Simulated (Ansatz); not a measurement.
# AgS: relaxed-ion elastic tensor

The calculation used DFT PBE, scalar-relativistic, plane waves, PAW (Ansatz). Settings: 420 eV plane-wave cutoff, Γ-centred 12×12×12 mesh, Fermi-Dirac smearing of 0.15 eV. No spin polarisation.

Relaxed structure:
```
Ag S
1.0
     0.00000    2.85252    2.85252
     2.85252    0.00000    2.85252
     2.85252    2.85252    0.00000
Ag S
1 1
Direct
  0.00000 0.00000 0.00000
  0.25000 0.25000 0.25000
```

The cell was built by swapping an element in a database structure (itself possibly hypothetical) and relaxing; it need not be the stable form of this composition. In a metal, frequencies and elastic constants depend on the k mesh and the smearing, soft modes and shear constants most. Spin polarisation was left out, and a magnetic state may lie lower. A semilocal functional can close a gap that the real compound has.

Problem. Give the relaxed-ion elastic constants (GPa, Voigt order xx yy zz yz xz xy, on the axes of the cell above).

Solution.
```
62.0 56.0 56.0  0.0  0.0  0.0
56.0 62.0 56.0  0.0  0.0  0.0
56.0 56.0 62.0  0.0  0.0  0.0
 0.0  0.0  0.0 11.9  0.0  0.0
 0.0  0.0  0.0  0.0 11.9  0.0
 0.0  0.0  0.0  0.0  0.0 11.9
```

Problem. Is the crystal stable against homogeneous strain?

Solution. Too close to call: the least eigenvalue is 6.0 GPa, within what the k mesh leaves open in a metal.